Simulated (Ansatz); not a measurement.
**TeH₂NF₅: field gradients against cell size**

Reference cell: an entry of the Crystallography Open Database (COD), ions relaxed with PBE at fixed cell.

Space group P2_1 (No. 4); a = 5.1630, b = 9.0830, c = 5.2620 Å, β = 112.22°.

| site | Wyckoff | site symmetry | x | y | z |
| --- | --- | --- | --- | --- | --- |
| Te | 2a | 1 | 0.4767 | 0.8490 | 0.7337 |
| H3 | 2a | 1 | 0.0363 | 0.7099 | 0.5010 |
| H5 | 2a | 1 | 0.2066 | 0.7288 | 0.2907 |
| N | 2a | 1 | 0.2292 | 0.7010 | 0.4875 |
| F9 | 2a | 1 | 0.7159 | 0.7043 | 0.9597 |
| F11 | 2a | 1 | 0.7036 | 0.8531 | 0.5238 |
| F13 | 2a | 1 | 0.7233 | 0.9845 | 0.9743 |
| F15 | 2a | 1 | 0.2721 | 0.8471 | 0.9663 |
| F17 | 2a | 1 | 0.2756 | 0.0170 | 0.5471 |

One atom of each set is listed.

Computed with Ansatz: DFT, PBE, plane waves and PAW, scalar-relativistic, 420 eV cutoff, Γ-centred 5×3×5 k-points, Fermi–Dirac smearing 0.02 eV.

The cell is scaled uniformly, and the ions relax again at each size. Five of the sites with a gradient are followed.

```
V/V₀   Te V_zz (η)  H3 V_zz (η)  H5 V_zz (η)    N V_zz (η)   F9 V_zz (η)
1.00             ?            ?            ?             ?             ?
1.01  -20.9 (0.31)  3.31 (0.13)  3.29 (0.13)  -8.60 (0.62)  19.46 (0.07)
1.03  -20.8 (0.31)  3.31 (0.13)  3.30 (0.13)  -8.61 (0.61)  19.49 (0.07)
```

Problem. Fill in the row for V/V₀ = 1.00 (V_zz in 10²¹ V/m²).

Solution. Te: -21.0 (0.31), H3: 3.32 (0.13), H5: 3.30 (0.13), N: -8.61 (0.62), F9: 19.45 (0.07). Logarithmic slopes d ln|V_zz|/d ln V over the series, for the sites that change steadily: Te -0.3, F9 0.1. Point charges on a uniformly scaled lattice would give −1; atoms that shift within the cell as it changes, and charge that moves in the bonds, make the difference.

Without spin–orbit coupling the gradients at and beside Te can be off by some per cent, at some sites by more.
